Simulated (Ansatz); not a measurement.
**Computed frozen-phonon scan: HfO2 (fluorite)**

HfO₂ (fluorite)

```
HfO2
1.0
    0.00000     2.52945     2.52945
    2.52945     0.00000     2.52945
    2.52945     2.52945     0.00000
Hf O
1 2
Direct
  0.00000   0.00000   0.00000
  0.25000   0.25000   0.25000
  0.75000   0.75000   0.75000
```

A phonon eigenvector at Γ is frozen into this cell: atom i moves by Q times the vector below, so Q is the largest atomic displacement, in Å. The cell is held. It is one choice among 3 degenerate patterns.

```tsv
atom	x	y	z
Hf1	0.000	0.000	0.179
O2	0.000	0.000	-1.000
O3	0.000	0.000	-1.000
```

The numbers are results of r2SCAN (plane waves to 500 eV, PAW, scalar-relativistic; Ansatz, a quantum-chemistry and plane-wave program), not measurements. k mesh 11×11×11 (Γ-centred), Fermi-Dirac smearing 0.05 eV. Energies are smeared free energies. Compression counts positive. HfO2 is run without spin polarisation. HfO2 was relaxed with its symmetry unable to fall. Spin-orbit coupling is left out, though Hf is heavy. The PAW data are Ansatz's earlier set. This is a high-temperature form of HfO2. ΔE is measured from the undisplaced structure.

```tsv
Q (Å)	ΔE (meV/cell)	P (GPa)	−dE/dQ from forces (eV/Å)
-0.280	413	12.3	3.529
-0.233	268	8.5	2.685
-0.187	160	5.4	1.944
-0.140	85	3.1	1.317
-0.093	36	1.4	0.801
-0.047	9	0.3	0.375
0.000	0	0.0	0.000
0.047	9	0.3	-0.375
0.093	36	1.4	-0.801
0.140	85	3.1	-1.317
0.187	160	5.4	-1.944
0.233	268	8.5	-2.685
0.280	413	12.3	-3.529
```

Read from the data:

The energy at Q = 0.280 Å is 413 meV/cell. Space group of the distorted cell: I4mm (No. 107), lowered from Fm-3m. Symmetry of the curve: even: the same for both signs. Shape of the curve: a single well with its minimum at or next to zero displacement. Harmonic wavenumber from the curvature (finite differences): 238 cm⁻¹. Wavenumber by perturbation theory (DFPT, on another k mesh): 238 cm⁻¹.

The 13 points together took about 5 core-minutes (a rough figure).

(For displaced atoms, the force is minus the slope of the energy, and its curvature is a force constant, which sets phonon frequencies.)
